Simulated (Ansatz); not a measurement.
GaN:
```
GaN
1.0
    3.15092     0.00000     0.00000
   -1.57546     2.72878     0.00000
    0.00000     0.00000    10.28298
Ga N
4 4
Direct
  0.00000   0.00000   0.00044
  0.00000   0.00000   0.50044
  0.66667   0.33333   0.75021
  0.33333   0.66667   0.25021
  0.00000   0.00000   0.81257
  0.00000   0.00000   0.31257
  0.66667   0.33333   0.56241
  0.33333   0.66667   0.06241
```

Tensor components refer to the Cartesian frame of this cell.

Give the proper piezoelectric stress tensor with relaxed ions from the program Ansatz at the LDA level (PAW).

In C/m², rows x, y, z, Voigt columns; mesh uncertainty up to 0.00.
```
 0.00   0.00   0.00   0.00   0.29   0.00
 0.00   0.00   0.00   0.29   0.00   0.00
 0.36   0.36  -0.65   0.00   0.00   0.00
```

The elastic tensor of the same run (GPa):

```
      1     2     3     4     5    6
-  ----  ----  ----  ----  ----  ---
1   366   143  97.5   0.0   0.0  0.0
2   143   366  97.5   0.0   0.0  0.0
3  97.5  97.5   414   0.0   0.0  0.0
4   0.0   0.0   0.0  96.8   0.0  0.0
5   0.0   0.0   0.0   0.0  96.8  0.0
6   0.0   0.0   0.0   0.0   0.0  111
```

Convert to strain constants d = e·S.

In pC/N:
```
 0.0   0.0   0.0   0.0   2.9   0.0
 0.0   0.0   0.0   2.9   0.0   0.0
 1.1   1.1  -2.1   0.0   0.0   0.0
```

Space group P6_3mc. A made-up cell: these elements were put on the sites of a structure type. Its sites differ from those of the usual phase in this space group: another stacking or structure type. The cell was relaxed with LDA under the symmetry of its start; phonons on a q-mesh show no instability.

Potentials: the later of the program's two PAW sets.
